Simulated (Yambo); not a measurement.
A BSE run in Yambo for a free-standing IrCl$_{3}$ monolayer (symmetry P-31m, slab cell 15.6 Å high) (PBEsol bands; 6×6×1 mesh, 20 valence and 12 conduction bands, static screening with 131 bands and a 3 Ry block, scissor 2.28 eV, Tamm-Dancoff, stochastic integration of W near q = 0; field along x) gives:

```json
[
 {"state": "1", "energy (eV)": "2.08", "states within 2 meV": "2", "relative strength": "< 0.01", "class": "dark"},
 {"state": "2", "energy (eV)": "2.09", "states within 2 meV": "1", "relative strength": "< 0.01", "class": "dark"},
 {"state": "3", "energy (eV)": "2.14", "states within 2 meV": "2", "relative strength": "1.00", "class": "weak"},
 {"state": "4", "energy (eV)": "2.16", "states within 2 meV": "1", "relative strength": "< 0.01", "class": "dark"},
 {"state": "5", "energy (eV)": "2.62", "states within 2 meV": "1", "relative strength": "< 0.01", "class": "dark"}
]
```

### Question
What changes when the window shrinks to 15 valence and 5 conduction bands?

### Answer
The lowest state goes from 2.084 eV to 2.101 eV, and its distance below the direct gap from 2.263 eV to 2.246 eV. These are vertical excitations (zero momentum). The scissor comes from a G0W0 run whose convergence isn't established.

Spin-orbit coupling is not included.

Geometry relaxed with PBEsol; primitive cell a = b = 6.0386 Å, c = 15.6000 Å, α = β = 90.00°, γ = 120.00°.

This is a model layer cut from the bulk structure; whether it is stable on its own was not checked.
